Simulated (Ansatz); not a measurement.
One stationary structure of YOF. Calculation: PBEsol (plane waves to 420 eV, PAW, scalar-relativistic; Ansatz, a first-principles code).

```xyz
6
Lattice="1.8871 1.0895 6.2724 -1.8871 1.0895 6.2724 0.0000 -2.1790 6.2724" Properties=species:S:1:pos:R:3 pbc="T T T"
Y      0.0000     0.0000    13.9487
Y      0.0000     0.0000     4.8685
O      0.0000     0.0000    11.6954
O      0.0000     0.0000     7.1217
F      0.0000     0.0000     2.4489
F      0.0000     0.0000    16.3683
```

Find the space group and the Wyckoff positions (tolerance 0.01 Å).

Space group R-3m, hexagonal axes (No. 166); a = b = 3.774 Å, c = 18.817 Å, α = β = 90.00°, γ = 120.00°

| atom | site | symmetry | x | y | z |
|---|---|---|---|---|---|
| Y | 6c | 3m | 0.0000 | 0.0000 | 0.2587 |
| O | 6c | 3m | 0.0000 | 0.0000 | 0.3785 |
| F | 6c | 3m | 0.0000 | 0.0000 | 0.1301 |

Give the shortest distances between elements (the closest pairs, up to four, under 3.6 Å).

O–Y 2.25 Å; F–Y 2.42 Å; F–F 2.58 Å; F–O 2.70 Å.

- Volume per atom = 12.90 Å³
- Band gap = 4.96 eV, direct (no spin-orbit coupling)

No spin polarisation in the result.

The run could not lose the symmetry of its start.
